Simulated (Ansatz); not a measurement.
Recipe of this trial structure of ReB₆: random cell by space group and Wyckoff sites (R-3, No. 148). The dimensions are guesses.

```
CELL_PARAMETERS angstrom
2.20251 1.27162 3.35768
-2.20251 1.27162 3.35768
0.00000 -2.54324 3.35768
ATOMIC_POSITIONS crystal
Re 0.50000 0.50000 0.50000
B 0.97631 0.66644 0.33930
B 0.33930 0.97631 0.66644
B 0.66644 0.33930 0.97631
B 0.02369 0.33356 0.66070
B 0.66070 0.02369 0.33356
B 0.33356 0.66070 0.02369
```

The calculation used Ansatz 0.2.0, DFT PBE, scalar-relativistic, plane waves, PAW. Cutoff 420 eV, Gaussian smearing, Γ-centred meshes. Cell and atoms relax first on a coarse mesh and then on a finer one. In between, the cell is made exact in the group found at 0.06 Å. In metals the finer mesh still leaves noise of several meV/atom or more. The steps can't lower the symmetry of their start. No spin polarisation in the relaxation; trial moments died out in a coarse test.

A guess keeps its type if space group and coordination stay and the shape of the cell changes little (axis ratios within about 15 %, angles within 6°); the volume may change.

Task: Does it keep its structure type, or change into something else?

Result: It doesn't keep its type. The symmetry goes from R-3 (No. 148) to R-3m (No. 166). The volume per atom grows by 9.9 %, from 8.1 to 8.9 Å³. The shortest distance goes from 1.45 Å (B–B) to 1.76 Å (B–B). Counting neighbours within 15 % of an atom's shortest distance, the start has B 3, Re 12 and the end B 3, Re 12. In detail, at the end Re has 12 B at 2.21 Å; around B lie 2 B at 1.76 Å, 1 B at 1.95 Å and 2 Re at 2.21 Å.

```cif
data_structure
_symmetry_space_group_name_H-M 'R-3m:H'
_symmetry_Int_Tables_number 166
_cell_length_a 5.4734
_cell_length_b 5.4734
_cell_length_c 7.1709
_cell_angle_alpha 90.000
_cell_angle_beta 90.000
_cell_angle_gamma 120.000
_cell_volume 186.04
loop_
_atom_site_label
_atom_site_type_symbol
_atom_site_symmetry_multiplicity
_atom_site_Wyckoff_symbol
_atom_site_fract_x
_atom_site_fract_y
_atom_site_fract_z
_atom_site_occupancy
Re1 Re 3 b 0.33333 0.66667 0.16667 1
B1 B 18 f 0.00000 0.67838 0.00000 1
```

Formation energies are uncorrected and refer to the elements' standard structures at the same level.

Task: At what energy does it end?

Result: +0.28 eV/atom. A positive value: parting into the elements would lower its energy.

The last run used a 12×12×12 mesh for its 7-atom cell and Gaussian smearing of 0.10 eV. Spin–orbit coupling, which can matter for Re, is left out. Symmetry constrained the relaxation, so the result can be a saddle point.
